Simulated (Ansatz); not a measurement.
The start is a relaxed Ni cell, doubled along one cell vector, shaken by Gaussian noise of σ = 0.08 Å a coordinate. Cell shape, volume and atoms are optimised at zero target pressure with PBE (plane waves to 420 eV, PAW, scalar-relativistic; Ansatz, an electronic-structure program). The first steps use a coarse 16×8×16 k-mesh.

Initial structure:
```yaml
crystal:
  lattice:
    - [0.00000, 1.75939, 1.75939]
    - [3.51879, 0.00000, 3.51879]
    - [1.75939, 1.75939, 0.00000]
  atoms:
    - { symbol: Ni, position: [0.94844, 0.01686, 0.93846] }
    - { symbol: Ni, position: [0.02623, 0.51553, 0.93881] }
```
Spin-polarised start, with parallel moments on Ni.

### Question
Which atoms feel the largest initial force, and how large is it?

### Answer
0.43 eV/Å, on Ni1, Ni2 (atoms numbered as listed).

### Question
How much energy is released per atom?

### Answer
0.02 eV/atom.

### Question
Is the parent structure recovered?

### Answer
The parent structure is recovered, Fm-3m (No. 225).

### Question
How do the shortest distances between atoms change?

### Answer
The closest pairs of elements (up to four, under 3.6 Å), start → end: Ni–Ni 2.39 → 2.49 Å.

### Question
What band gap does the relaxed structure have at this level?

### Answer
Zero (metallic).

### Question
What magnetic moments remain?

### Answer
Net 0.63 μB/atom, ferromagnetic.

Final structure:

```cif
data_Ni4
_chemical_formula_sum 'Ni4'
_space_group_name_H-M_alt 'Fm-3m'
_space_group_IT_number 225
_space_group_name_Hall '-F 4 2 3'
_cell_length_a 3.51877
_cell_length_b 3.51877
_cell_length_c 3.51877
_cell_angle_alpha 90.000
_cell_angle_beta 90.000
_cell_angle_gamma 90.000
loop_
_atom_site_label
_atom_site_type_symbol
_atom_site_symmetry_multiplicity
_atom_site_Wyckoff_symbol
_atom_site_fract_x
_atom_site_fract_y
_atom_site_fract_z
_atom_site_occupancy
Ni1 Ni 4 a 0.00000 0.00000 0.00000 1
```
(The calculation used a cell of 1 atom; values per cell refer to that cell.)

Final values are on a 23×23×23 k-mesh of the relaxed cell. Spin state reached: ferromagnetic (net 0.63 μB/atom), from parallel starting moments; other spin orders were not run from this start.

The run could not lose the symmetry of its start.
